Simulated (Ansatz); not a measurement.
Ba4P2O in space group Cmce (No. 64; Ba on 8f, Ba on 8e, P on 8f, O on 4a), plane-wave PAW r²SCAN (Ansatz code). The conduction-band minimum lies at Y, with 1 equivalent valley. Second derivatives d²E/dk² of the lowest band at one valley (eV·Å²), along Cartesian directions:

| direction | d²E/dk² |
|---|---|
| [100] | 24.51 |
| [010] | 3.584 |
| [001] | 22.83 |
| [110] | 14.05 |
| [101] | 23.64 |
| [011] | 13.21 |

### Question
Find the principal effective masses, the density-of-states mass and the conductivity mass.

### Answer
Off-diagonal terms follow from H_xy = H[110] − (H_xx + H_yy)/2, and m*/mₑ = 7.620 eV·Å² over each eigenvalue: 0.31, 0.33, 2.1. One valley's DOS mass (m₁m₂m₃)^(1/3) = 0.60, conductivity mass 3/(Σ 1/mᵢ) = 0.45 mₑ.

### Question
What effective density of states Nc follows at 300 K for parabolic valleys?

### Answer
Nc = 2.509e19 × 1 × (0.60)^(3/2) ≈ 1.2e19 cm⁻³.

The first step of the workflow began from a Materials Project structure, measured or hypothetical; the Crystallography Open Database copy checked does not list it. Whether it is the stable phase at ambient conditions was not checked. The cell was relaxed with r²SCAN under the symmetry of its start; whether a distortion lowers the energy is not shown. Spin–orbit coupling is left out wherever it is not named.

Potentials: the later of the program's two PAW sets.

Edges and masses are those of Kohn–Sham bands, whose gap is no quasiparticle gap.
